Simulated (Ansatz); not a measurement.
Ti:
Space group P6₃/mmc (No. 194); a = b = 2.865 Å, c = 4.530 Å, α = β = 90.00°, γ = 120.00°

```csv
atom,site,symmetry,x,y,z
Ti,2c,-6m2,0.3333,0.6667,0.2500
```

Relaxed with LDA.

Q: Which orbitals make up the states near the Fermi level in plane-wave PAW LDA (Ansatz code)?

A: Within 0.5 eV of the Fermi level: Ti 3d 92 %. Projections are on Löwdin-orthogonalised atomic valence shells; empty p or d shells of many metals are not among them.

Q: Tabulate the density of states.

A: States/eV per cell of 2 atoms, in 0.25 eV bins, energy from the Fermi level.

| E (eV) | total | Ti 3d | Ti 4s | Ti 3p |
|---|---|---|---|---|
| -6.45 | 0.00 | 0.00 | 0.00 | 0.00 |
| -6.20 | 0.03 | 0.00 | 0.03 | 0.00 |
| -5.95 | 0.09 | 0.00 | 0.08 | 0.00 |
| -5.70 | 0.13 | 0.00 | 0.11 | 0.00 |
| -5.45 | 0.16 | 0.00 | 0.14 | 0.00 |
| -5.20 | 0.19 | 0.00 | 0.17 | 0.00 |
| -4.95 | 0.23 | 0.01 | 0.20 | 0.01 |
| -4.70 | 0.26 | 0.01 | 0.22 | 0.01 |
| -4.45 | 0.30 | 0.02 | 0.25 | 0.01 |
| -4.20 | 0.35 | 0.03 | 0.29 | 0.01 |
| -3.95 | 0.40 | 0.05 | 0.32 | 0.01 |
| -3.70 | 0.47 | 0.08 | 0.36 | 0.01 |
| -3.45 | 0.57 | 0.14 | 0.40 | 0.02 |
| -3.20 | 0.74 | 0.25 | 0.46 | 0.02 |
| -2.95 | 1.33 | 0.73 | 0.56 | 0.02 |
| -2.70 | 1.86 | 1.24 | 0.57 | 0.02 |
| -2.45 | 1.97 | 1.43 | 0.49 | 0.02 |
| -2.20 | 2.38 | 1.92 | 0.41 | 0.02 |
| -1.95 | 2.99 | 2.62 | 0.30 | 0.02 |
| -1.70 | 2.22 | 1.96 | 0.18 | 0.02 |
| -1.45 | 2.01 | 1.81 | 0.12 | 0.02 |
| -1.20 | 2.44 | 2.21 | 0.12 | 0.02 |
| -0.95 | 3.06 | 2.75 | 0.15 | 0.02 |
| -0.70 | 3.87 | 3.42 | 0.22 | 0.03 |
| -0.45 | 2.01 | 1.81 | 0.10 | 0.01 |
| -0.20 | 1.37 | 1.24 | 0.05 | 0.01 |
| 0.05 | 2.46 | 2.25 | 0.08 | 0.01 |
| 0.30 | 4.05 | 3.73 | 0.15 | 0.02 |
| 0.55 | 3.72 | 3.40 | 0.14 | 0.01 |
| 0.80 | 4.30 | 3.88 | 0.19 | 0.02 |
| 1.05 | 4.86 | 4.40 | 0.21 | 0.01 |
| 1.30 | 3.64 | 3.28 | 0.13 | 0.01 |
| 1.55 | 2.60 | 2.39 | 0.06 | 0.01 |
| 1.80 | 2.03 | 1.90 | 0.03 | 0.00 |
| 2.05 | 1.89 | 1.84 | 0.02 | 0.00 |
| 2.30 | 1.92 | 1.87 | 0.02 | 0.00 |
| 2.55 | 1.99 | 1.95 | 0.02 | 0.00 |
| 2.80 | 2.18 | 2.13 | 0.03 | 0.00 |
| 3.05 | 2.73 | 2.65 | 0.06 | 0.00 |

Space group P6_3/mmc (hcp (Mg type)). The LDA relaxation kept the symmetry of its start; of distortions, only those at the zone centre were tested. No spin polarisation was allowed. Axis ratios of metals converge slowly with the k-mesh, so a and c are less sure than the volume.

Potentials: the earlier of the program's two PAW sets.
